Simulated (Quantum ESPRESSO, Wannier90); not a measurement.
## Cu (hcp (Mg type), model phase), plane waves to Wannier functions

Structure: Materials Project mp-989782, symmetrised, not relaxed again. This isn't the element's usual structure (fcc); take it as a model of another phase. Computed values, not measurements, from LDA: Quantum ESPRESSO (norm-conserving PseudoDojo potentials, cutoff 74 Ry, no spin polarisation, no spin-orbit coupling) on a Γ-centred 12×12×6 mesh, then Wannier90. Density: 18×18×10 mesh, cold smearing 0.01 Ry.

On the energy scale of pw.x, whose zero is arbitrary, the Fermi level lies at 17.62 eV.

Input w.win:

```
num_bands = 2
num_wann = 2
exclude_bands = 3-37
num_iter = 1000
conv_tol = 1.0e-6
conv_window = 4
write_hr = true
write_u_matrices = true
auto_projections = true
begin unit_cell_cart
ang
    2.5341000105    0.0000000000    0.0000000000
   -1.2670500053    2.1945949848    0.0000000000
    0.0000000000    0.0000000000    4.1125700000
end unit_cell_cart
begin atoms_frac
Cu   0.3333333333 -0.3333333333  0.2500000000
Cu  -0.3333333333  0.3333333333 -0.2500000000
end atoms_frac
mp_grid = 12 12 6
begin kpoints
0.0000000000 0.0000000000 0.0000000000
0.0000000000 0.0000000000 0.1666666667
0.0000000000 0.0000000000 0.3333333333
... (861 more lines: the 12x12x6 mesh through Gamma)
end kpoints
```

Input of pw2wannier90.x that gives the overlap and projection files (equivalent; here they were cut from one run over all bands):

```
&inputpp
  outdir = './out'
  prefix = 'pwscf'
  seedname = 'w'
  write_amn = .true.
  write_mmn = .true.
  atom_proj = .true.
  atom_proj_exclude = 2 3 4 5 6 7 8 9 10 12 13 14 15 16 17 18 19 20
/
```

Output w.wout (banner and timings cut):

```
                                    ------
                                    SYSTEM
                                    ------

                              Lattice Vectors (Ang)
                    a_1     2.534100   0.000000   0.000000
                    a_2    -1.267050   2.194595   0.000000
                    a_3     0.000000   0.000000   4.112570

                   Unit Cell Volume:      22.87133  (Ang^3)

                        Reciprocal-Space Vectors (Ang^-1)
                    b_1     2.479454   1.431514  -0.000000
                    b_2     0.000000   2.863027   0.000000
                    b_3     0.000000  -0.000000   1.527800

 *----------------------------------------------------------------------------*
 |   Site       Fractional Coordinate          Cartesian Coordinate (Ang)     |
 +----------------------------------------------------------------------------+
 | cu   1   0.33333  -0.33333   0.25000   |    1.26705  -0.73153   1.02814    |
 | cu   2  -0.33333   0.33333  -0.25000   |   -1.26705   0.73153  -1.02814    |
 *----------------------------------------------------------------------------*
                                ------------
                                K-POINT GRID
                                ------------

             Grid size = 12 x 12 x  6      Total points =  864

 *---------------------------------- MAIN ------------------------------------*
 |  Number of Wannier Functions               :                 2             |
 |  Number of Objective Wannier Functions     :                 2             |
 |  Number of input Bloch states              :                 2             |
 |  Output verbosity (1=low, 5=high)          :                 1             |
 |  Timing Level (1=low, 5=high)              :                 1             |
 |  Optimisation (0=memory, 3=speed)          :                 3             |
 |  Length Unit                               :               Ang             |
 |  Post-processing setup (write *.nnkp)      :                 F             |
 |  Using Gamma-only branch of algorithms     :                 F             |
 *----------------------------------------------------------------------------*
 *------------------------------- WANNIERISE ---------------------------------*
 |  Total number of iterations                :              1000             |
 |  Number of CG steps before reset           :                 5             |
 |  Trial step length for line search         :             2.000             |
 |  Convergence tolerence                     :         0.100E-05             |
 |  Convergence window                        :                 4             |
 |  Iterations between writing output         :                 1             |
 |  Iterations between backing up to disk     :               100             |
 |  Write r^2_nm to file                      :                 F             |
 |  Write xyz WF centres to file              :                 F             |
 |  Write on-site energies <0n|H|0n> to file  :                 F             |
 |  Use guiding centre to control phases      :                 F             |
 |  Use phases for initial projections        :                 F             |
 *----------------------------------------------------------------------------*
 *-------------------------------- PLOTTING ----------------------------------*
 |  Plotting Hamiltonian in WF basis          :                 T             |
 *----------------------------------------------------------------------------*

       ... (k-mesh section left out)

 Starting a new Wannier90 calculation ...

 Reading overlaps from w.mmn

 Reading projections from w.amn

 *------------------------------- WANNIERISE ---------------------------------*
 +--------------------------------------------------------------------+<-- CONV
 | Iter  Delta Spread     RMS Gradient      Spread (Ang^2)            |<-- CONV
 +--------------------------------------------------------------------+<-- CONV

 ------------------------------------------------------------------------------
 Initial State
  WF centre and spread    1  (  1.267050, -0.731532,  1.028143 )     0.15466663
  WF centre and spread    2  ( -1.267050,  0.731532, -1.028143 )     0.15466663
  Sum of centres and spreads (  0.000000, -0.000000,  0.000000 )     0.30933326

      0     0.309E+00     0.0000000000        0.3093332628  <-- CONV
        O_D=      0.0000000 O_OD=      0.0000000 O_TOT=      0.3093333 <-- SPRD
 ------------------------------------------------------------------------------
      1     0.000E+00     0.0000000015        0.3093332628  <-- CONV
        O_D=      0.0000000 O_OD=      0.0000000 O_TOT=      0.3093333 <-- SPRD
      2     0.000E+00     0.0000000015        0.3093332628  <-- CONV
        O_D=      0.0000000 O_OD=      0.0000000 O_TOT=      0.3093333 <-- SPRD
      3     0.000E+00     0.0000000015        0.3093332628  <-- CONV
        O_D=      0.0000000 O_OD=      0.0000000 O_TOT=      0.3093333 <-- SPRD
      4     0.000E+00     0.0000000015        0.3093332628  <-- CONV
        O_D=      0.0000000 O_OD=      0.0000000 O_TOT=      0.3093333 <-- SPRD
             <<<     Delta < 1.000E-06  over  4 iterations     >>>
             <<< Wannierisation convergence criteria satisfied >>>
 Final State
  WF centre and spread    1  (  1.267050, -0.731532,  1.028143 )     0.15466663
  WF centre and spread    2  ( -1.267050,  0.731532, -1.028143 )     0.15466663
  Sum of centres and spreads (  0.000000, -0.000000,  0.000000 )     0.30933326

         Spreads (Ang^2)       Omega I      =     0.309333261
        ================       Omega D      =     0.000000000
                               Omega OD     =     0.000000002
    Final Spread (Ang^2)       Omega Total  =     0.309333263
```
